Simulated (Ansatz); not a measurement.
Data sheet: SbSi₃₁ (DFT)

SbSi31:
```cif
data_Sb2Si62
_chemical_formula_sum 'Sb2 Si62'
_space_group_name_H-M_alt 'I-43m'
_space_group_IT_number 217
_space_group_name_Hall 'I -4 2 3'
_cell_length_a 10.99427
_cell_length_b 10.99427
_cell_length_c 10.99427
_cell_angle_alpha 90.000
_cell_angle_beta 90.000
_cell_angle_gamma 90.000
loop_
_atom_site_label
_atom_site_type_symbol
_atom_site_symmetry_multiplicity
_atom_site_Wyckoff_symbol
_atom_site_fract_x
_atom_site_fract_y
_atom_site_fract_z
_atom_site_occupancy
Sb1 Sb 2 a 0.00000 0.00000 0.00000 1
Si1 Si 6 b 0.00000 0.00000 0.50000 1
Si2 Si 24 g 0.12390 0.12390 0.62478 1
Si3 Si 8 c 0.13609 0.13609 0.13609 1
Si4 Si 24 g 0.24730 0.24730 0.49880 1
```
(The calculation used a cell of 32 atoms; values per cell refer to that cell.)

Space group I-43m (No. 217); conventional cell a = b = c = 10.994 Å, α = β = γ = 90.00°.

Method: DFT-PBE in the program Ansatz with PAW potentials. The cell and atoms are relaxed at this level. Other levels are named where they apply.

### Cell and energy

| Item | Value |
|---|---|
| Volume per atom | 20.76 Å³ |
| Density | 2.48 g/cm³ |
| Formation energy from the elements (no fitted shifts) | 0.031 eV/atom |

### Electronic structure

| Property | Result |
|---|---|
| Electronic character | metallic (no gap) |
| Density of states at the Fermi level | 0.15 states/eV per atom (mean over ±0.08 eV) |

### Mechanics

| Item | Value |
|---|---|
| Bulk modulus (Birch–Murnaghan fit) | 86.6 GPa |
| Pressure derivative B′ | 4.4 |
| Elastic constants (relaxed ions, GPa) | C11 = 133, C12 = 63.6, C44 = 57.0 |
| Mechanical stability | stable (all eigenvalues of C positive) |
| Hill bulk and shear moduli | 86.8 and 46.8 GPa |
| Young's modulus | 119 GPa |
| Poisson's ratio | 0.27 |
| Debye temperature from the elastic constants | 524 K |

### Charges

| Property | Value |
|---|---|
| Bader charges | Sb -0.23, Si -0.05 to +0.02 e |

The start of the workflow was typed in or built on a structure type; neither database checked (COD, Materials Project) lists it. Its standing as an ambient phase is unchecked. Symmetry was held in the PBE relaxation; its stability against distortions is not shown here. As this level gives no gap, shear constants depend on the k-mesh and smearing (Fermi–Dirac, 0.1 eV here). The references are the lowest solids computed at this level, not always the standard phases. Scalar-relativistic: spin–orbit coupling is off unless named, which matters more the heavier the elements.

Potentials: the later of the program's two PAW sets.
